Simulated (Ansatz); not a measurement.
Given:

AgBi$_{2}$Se$_{3}$:
```xyz
6
Lattice="3.5573 2.3208 0.0000 -3.5573 2.3208 0.0000 -1.2117 0.0000 9.9296" Properties=species:S:1:pos:R:3 pbc="T T T"
Se    -0.6058     0.0000     4.9648
Bi     0.4319     2.3208     3.2166
Bi    -1.6436     2.3208     6.7130
Se    -2.0190     2.3208     1.6846
Se     0.8073     2.3208     8.2450
Ag     0.0000     2.3208     0.0000
```

This is the r²SCAN-relaxed structure.

**Question.** All from r²SCAN (plane waves, PAW; program Ansatz), unless another level is named. Predict the electronic character.

**Answer.** metallic (no gap).

**Question.** Predict the formation energy from the elements (no fitted shifts).

**Answer.** -0.22 eV/atom.

**Question.** What about the density of states at the Fermi level?

**Answer.** 0.34 states/eV per atom (mean over ±0.08 eV).

Space group C2/m. The start of the workflow was typed in or built on a structure type; neither database checked (COD, Materials Project) lists it. Its standing as an ambient phase is unchecked. The cell was relaxed with r²SCAN under the symmetry of its start; whether a distortion lowers the energy is not shown. No spin polarisation was allowed. With an odd number of electrons in the cell and no spin polarisation, the count alone makes it a metal. The references are the lowest solids computed at this level, not always the standard phases. Spin–orbit coupling is left out wherever it is not named.

Potentials: the later of the program's two PAW sets.
